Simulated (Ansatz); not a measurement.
Given:

ZnS (wurtzite)

```
ZnS
1.0
    3.84514     0.00000     0.00000
   -1.92257     3.32999     0.00000
    0.00000     0.00000     6.30573
Zn S
2 2
Direct
  0.66667   0.33333   0.99985
  0.33333   0.66667   0.49985
  0.66667   0.33333   0.62535
  0.33333   0.66667   0.12535
```

The volume is varied about the relaxed value V₀ at fixed cell shape. The atoms relax within the cell's symmetry.

Computed with PBE (plane waves to 420 eV, PAW, scalar-relativistic; Ansatz, an electronic-structure program). k mesh 10×10×5 (Γ-centred), Fermi-Dirac smearing 0.05 eV. The energy includes the smearing's −TS. Stress and pressure are positive under compression. With the shape held, the modulus is that of even scaling; a crystal free to change shape is softer. The PAW data are Ansatz's earlier set. ZnS was relaxed with its symmetry unable to fall. The zero of ΔE is the relaxed starting cell.

The scan covers V/V₀ from 0.940 to 1.060 in 9 points.

Question: What bulk modulus at fixed cell shape B₀ follows from a third-order Birch-Murnaghan fit?

Answer: 69.2 GPa.

Question: What is the fitted pressure derivative B₀′?

Answer: 4.4.

(Under strain, the slope of the energy per volume gives the stress and its curvature an elastic modulus.)
